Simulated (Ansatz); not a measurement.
**W (dhcp): energy against volume**

Theory: Ansatz, DFT, PBEsol, plane waves (420 eV) with PAW, scalar-relativistic. The PAW files were generated under PBE, with cores re-solved for the functional.

The cell is scaled uniformly from the relaxed one, with fractional coordinates and shape fixed. Energies are extrapolated to zero smearing, pressures are those at the given smearing. Magnetic state: spin not included.

A Birch-Murnaghan fit gives V₀ = 16.01 Å³/atom, B₀ = 300 GPa, B₀′ = 4.0.

(1) What are the energy above the minimum and the pressure at 14.103 Å³/atom?

(2) What are the energy above the minimum and the pressure at 15.385 Å³/atom?

(3) What are the energy above the minimum and the pressure at 16.667 Å³/atom?

## Answers

(1) 263.9 meV/atom and 49.27 GPa as computed.

(2) 24.7 meV/atom and 13.20 GPa as computed.

(3) 23.3 meV/atom and -10.95 GPa as computed.
